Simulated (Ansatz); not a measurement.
GaAs (zinc blende)

```xyz
2
Lattice="0.0000 2.8334 2.8334 2.8334 0.0000 2.8334 2.8334 2.8334 0.0000" Properties=species:S:1:pos:R:3 pbc="T T T"
As     4.2500     4.2500     4.2500
Ga     0.0000     0.0000     0.0000
```

E(V) scan at fixed shape, V₀ the volume above. Symmetry pins the atoms to their sites.

The numbers are results of r2SCAN (plane waves to 500 eV, PAW, scalar-relativistic; Ansatz, a quantum-chemistry and plane-wave program), not measurements. k mesh 10×10×10 (Γ-centred), Fermi-Dirac smearing 0.05 eV. Energies are smeared free energies. Compression counts positive. GaAs was relaxed with its symmetry unable to fall. The zero of ΔE is the relaxed starting cell.

```json
[
 {"V (Å³/atom)": "20.471", "ΔE (meV/atom)": "62.4"},
 {"V (Å³/atom)": "20.850", "ΔE (meV/atom)": "41.9"},
 {"V (Å³/atom)": "21.229", "ΔE (meV/atom)": "withheld"},
 {"V (Å³/atom)": "21.609", "ΔE (meV/atom)": "14.1"},
 {"V (Å³/atom)": "21.988", "ΔE (meV/atom)": "6.1"},
 {"V (Å³/atom)": "22.367", "ΔE (meV/atom)": "1.5"},
 {"V (Å³/atom)": "22.746", "ΔE (meV/atom)": "0.0"},
 {"V (Å³/atom)": "23.125", "ΔE (meV/atom)": "1.4"},
 {"V (Å³/atom)": "23.504", "ΔE (meV/atom)": "5.4"},
 {"V (Å³/atom)": "23.883", "ΔE (meV/atom)": "11.7"},
 {"V (Å³/atom)": "24.262", "ΔE (meV/atom)": "20.2"},
 {"V (Å³/atom)": "24.641", "ΔE (meV/atom)": "30.7"},
 {"V (Å³/atom)": "25.020", "ΔE (meV/atom)": "42.9"}
]
```

### Question
Fit a third-order Birch-Murnaghan form (E₀, V₀, B₀, B₀′ free) to the given rows and predict ΔE at V = 21.229.

### Answer
Least squares on the 12 given rows: ΔE = E₀ + (9V₀B₀/16)·y²·[2 + (B₀′ − 4)y], y = (V₀/V)^(2/3) − 1, with V₀ = 22.746 Å³/atom, B₀ = 72.19 GPa (160.2 GPa = 1 eV/Å³; the term in eV is multiplied by 1000), B₀′ = 4.59, E₀ = 0.02 meV/atom; root-mean-square residual 0.02 meV/atom. At 21.229 the fit gives 25.9 meV/atom; the calculation gives 26.0 meV/atom, so the interpolation is off by -0.1 (-0.4 %). For the pressure the fit gives 5.84 GPa against the computed 5.85 GPa.

(Under strain, the slope of the energy per volume gives the stress and its curvature an elastic modulus.)
